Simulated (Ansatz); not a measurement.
CsCl:
```yaml
crystal:
  lattice:
    - [4.14041, 0.00000, 0.00000]
    - [0.00000, 4.14041, 0.00000]
    - [0.00000, 0.00000, 4.14041]
  atoms:
    - { symbol: Cs, position: [0.00000, 0.00000, 0.00000] }
    - { symbol: Cl, position: [0.50000, 0.50000, 0.50000] }
```

r²SCAN in the plane-wave PAW code Ansatz gives a gap of 5.91 eV without spin–orbit coupling, maximum at Γ, minimum at Γ.

Question: What happens when spin–orbit coupling is switched on?

Answer: The gap shrinks by 0.06 eV, to 5.85 eV; maximum at Γ, minimum at Γ.

Question: How large is the spin–orbit splitting of the valence top at Γ?

Answer: The fourfold level lies 0.19 eV above the split-off pair.

Question: Give the electron effective mass with spin–orbit coupling, band 1 of 2 at the edge.

Answer: 1.3 along [100], 0.78 along [110], 0.57 along [111] (mₑ).

Question: Give the electron effective mass with spin–orbit coupling, band 2 of 2 at the edge.

Answer: 0.36 along [100], 0.44 along [110], 0.55 along [111] (mₑ).

Question: Give the hole effective mass with spin–orbit coupling, band 1 of 2 at the edge.

Answer: 3.8 along [100], 3.3 along [110], 3.2 along [111] (mₑ).

Question: Give the hole effective mass with spin–orbit coupling, band 2 of 2 at the edge.

Answer: 0.85 along [100], 0.87 along [110], 0.88 along [111] (mₑ).

Space group Pm-3m (CsCl type). The r²SCAN relaxation kept the symmetry of its start.

Potentials: the later of the program's two PAW sets.
